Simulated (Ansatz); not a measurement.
## Vibrational response of Sn3P2

Theory: Ansatz, DFT PBE, scalar-relativistic, plane waves, PAW. Cutoff 420 eV, 12×12×12 k-points (Γ-centred), Gaussian smearing of 0.10 eV. No spin polarisation. Phonons by linear response, acoustic sum rule imposed.

Relaxed structure:
```xyz
5
Lattice="2.0172 1.1646 8.6851 -2.0172 1.1646 8.6851 0.0000 -2.3293 8.6851" Properties=species:S:1:pos:R:3 pbc="T T T"
Sn    0.0000    0.0000    5.5438
Sn    0.0000    0.0000   20.5115
Sn    0.0000    0.0000    0.0000
P     0.0000    0.0000   15.6415
P     0.0000    0.0000   10.4138
```

It was reached by relaxing an invented guess, and it needn't be the stable form of this composition. In a metal, frequencies depend on the k mesh and the smearing, soft modes most. Spin–orbit coupling is left out, which matters for heavy elements.

Task: Is this structure stable against zone-centre distortions?

Result: Yes, at Γ: no optical mode is imaginary. Strains and other wave vectors aren't tested by this run.

Task: List the optical modes at Γ (i marks imaginary ones).

Result:
| frequency (cm⁻¹) | degeneracy |
| --- | --- |
| 59 | 2 |
| 66 | 2 |
| 98 | 1 |
| 112 | 1 |
| 165 | 2 |
| 176 | 1 |
| 211 | 2 |
| 226 | 1 |
